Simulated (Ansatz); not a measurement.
Ni₃Pb₂Se₂:
```cif
data_Ni3Pb2Se2
_chemical_formula_sum 'Ni3 Se2 Pb2'
_space_group_name_H-M_alt 'P 1'
_space_group_IT_number 1
_cell_length_a 5.78223
_cell_length_b 5.78223
_cell_length_c 5.78223
_cell_angle_alpha 58.605
_cell_angle_beta 58.605
_cell_angle_gamma 58.605
loop_
_space_group_symop_operation_xyz
  'x, y, z'
loop_
_atom_site_label
_atom_site_type_symbol
_atom_site_fract_x
_atom_site_fract_y
_atom_site_fract_z
_atom_site_occupancy
Ni1 Ni 0.00000 0.00000 0.50000 1
Ni2 Ni 0.50000 0.00000 0.00000 1
Ni3 Ni 0.00000 0.50000 0.00000 1
Se1 Se 0.27814 0.27814 0.27814 1
Se2 Se 0.72186 0.72186 0.72186 1
Pb1 Pb 0.50000 0.50000 0.50000 1
Pb2 Pb 0.00000 0.00000 0.00000 1
```

Relaxed with r²SCAN.

Tabulate the valence density and the electron localisation function along the shortest Se–Pb contact (3.17 Å), r²SCAN in the plane-wave PAW code Ansatz.



```csv
distance from Se (Å),density (e/Å³),ELF
0.32,18.46,0.35
0.48,6.98,0.61
0.64,2.50,0.79
0.79,1.09,0.85
0.95,0.66,0.85
1.11,0.43,0.82
1.27,0.28,0.71
1.43,0.20,0.44
1.59,0.16,0.21
1.75,0.17,0.15
1.90,0.24,0.21
2.06,0.41,0.32
2.22,0.78,0.41
2.38,1.56,0.41
2.54,2.92,0.27
2.70,4.85,0.09
2.86,7.22,0.01
```

The density is the valence pseudo-density with augmentation charge, so density and ELF within about 1 Å of a nucleus are not all-electron values.

Space group R-3m. The workflow started from an entry of the Crystallography Open Database (COD). Its standing as an ambient phase is unchecked. Symmetry was held in the r²SCAN relaxation; its stability against distortions is not shown here. The workflow began spin-polarised and lost its moments. Spin–orbit coupling is left out wherever it is not named.

Potentials: the later of the program's two PAW sets.
